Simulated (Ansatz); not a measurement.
NaSe:
```
CELL_PARAMETERS angstrom
      4.56165     0.00000     0.00000
     -2.28083     3.95051     0.00000
      0.00000     0.00000    10.35030
ATOMIC_POSITIONS crystal
  Na 0.00000 0.00000 0.00000
  Na 0.00000 0.00000 0.50000
  Na 0.33333 0.66667 0.25000
  Na 0.66667 0.33333 0.75000
  Se 0.33333 0.66667 0.63196
  Se 0.66667 0.33333 0.36804
  Se 0.66667 0.33333 0.13196
  Se 0.33333 0.66667 0.86804
```

Relaxed with LDA. Special points in fractions of this cell's reciprocal vectors: Γ (0.000, 0.000, 0.000); M (0.500, 0.000, 0.000); K (0.333, 0.333, 0.000); A (0.000, 0.000, 0.500); L (0.500, 0.000, 0.500); H (0.333, 0.333, 0.500).

List the band energies nearest the valence-band maximum at these points for LDA (plane waves, PAW; program Ansatz).

In eV from the valence-band maximum; about four levels below and three above (degenerate sets whole), none deeper than 8.9 eV; points with the same levels are listed once.

```json
[
 {"k": "Γ", "below": "-0.68 -0.68 0.00 0.00", "above": "0.36 2.04 2.17"},
 {"k": "M", "below": "-2.18 -1.47 -1.17 -0.10", "above": "1.67 2.10 3.11"},
 {"k": "K", "below": "-2.08 -1.50 -1.50 -0.56", "above": "2.07 2.07 5.03"},
 {"k": "A", "below": "-0.32 -0.32 -0.32 -0.32", "above": "1.09 1.09 2.88 2.88"},
 {"k": "L", "below": "-1.35 -1.35 -0.59 -0.59", "above": "1.46 1.46 3.64 3.64"},
 {"k": "H", "below": "-1.24 -1.24 -0.96 -0.96", "above": "1.63 1.63 5.26 5.26"}
]
```

Space group P6_3/mmc. The workflow started from a Materials Project entry (that database holds measured and hypothetical structures alike); the Crystallography Open Database copy checked does not list it. Whether it is the stable phase at ambient conditions was not checked. Symmetry was held in the LDA relaxation; phonons on a q-mesh show no instability. Scalar-relativistic: spin–orbit coupling is off unless named, which matters more the heavier the elements.

Potentials: the later of the program's two PAW sets.
